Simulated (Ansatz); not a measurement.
Here is the system:

NbSi:
```
CELL_PARAMETERS angstrom
      3.18894     0.00000     0.00000
     -1.59447     2.76170     0.00000
      0.00000     0.00000     7.51858
ATOMIC_POSITIONS crystal
  Nb 0.00000 0.00000 0.00000
  Nb 0.00000 0.00000 0.50000
  Si 0.33333 0.66667 0.25000
  Si 0.66667 0.33333 0.75000
```

This is the PBE-relaxed structure.

**Question.** All from PBE in the plane-wave PAW code Ansatz, unless another level is named. Give the electronic character.

**Answer.** metallic (no gap).

**Question.** Predict the density of states at the Fermi level.

**Answer.** 0.63 states/eV per atom (mean over ±0.08 eV).

**Question.** Predict the formation energy from the elements (no fitted shifts).

**Answer.** -0.35 eV/atom.

Space group P6_3/mmc (NiAs type). A made-up cell: these elements were put on the sites of a structure type; neither database checked (COD, Materials Project) lists it. Its standing as an ambient phase is unchecked. The cell was relaxed with PBE under the symmetry of its start; whether a distortion lowers the energy is not shown. The run is not spin-polarised. The references are the lowest solids computed at this level, not always the standard phases. Spin–orbit coupling is left out wherever it is not named.

Potentials: the later of the program's two PAW sets.
